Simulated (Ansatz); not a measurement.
A generator proposed this cell of Ga3Se.

```
Ga Se
1.0
     4.52257    0.00000    0.00000
     0.00000    4.52257    0.00000
     0.00000    0.00000    4.52257
Ga Se
3 1
Direct
  0.50000 0.00000 0.00000
  0.00000 0.50000 0.00000
  0.00000 0.00000 0.50000
  0.50000 0.50000 0.50000
```

Theory: Ansatz, DFT PBE, scalar-relativistic, plane waves, PAW. Cutoff 420 eV; k points 4×4×4 on the computed 4-atom cell (Γ-centred); Gaussian smearing, width 0.10 eV; no spin polarisation.

The zero of energy is the elements' standard structures at the same level; no fitted shifts are applied.

Question: Estimate its pressure, forces and energy as it stands.

Answer: The pressure is -2.3 GPa (it wants to contract), the largest force is 0.00 eV/Å (symmetry fixes the atoms), and the energy is −0.02 eV/atom against the elements. The shortest distance is 3.20 Å.

Question: Is it a good guess?

Answer: A good one: relaxing gains under 0.1 eV/atom (the start's value is from the coarse mesh, so the gain is rough) in 7 ionic steps and ends at −0.05 eV/atom on the finer mesh. The symmetry stays Pm-3m (No. 221). The volume per atom shrinks by 7.4 %, from 23.1 to 21.4 Å³. The shortest distance goes from 3.20 Å (Ga–Se and Ga–Ga) to 3.12 Å (Ga–Se and Ga–Ga). Conventional cell: a = 4.408 Å. Ga has 4 Se at 3.12 Å and 8 Ga at 3.12 Å; Se has 12 Ga at 3.12 Å.

The last run used a 10×10×10 mesh for its 4-atom cell and Gaussian smearing of 0.10 eV. An odd number of electrons in the primitive cell allows no gap without spin; a larger cell or a magnetic state could open one. The cell is a metal run without spin; a magnetic state may lie lower. The reference form of Se is held partly by dispersion forces, which this level lacks. The relaxation can't lower the symmetry of the start, and the grade says only how near the guess is to its own end. A structure relaxed within its symmetry needn't be a true minimum.
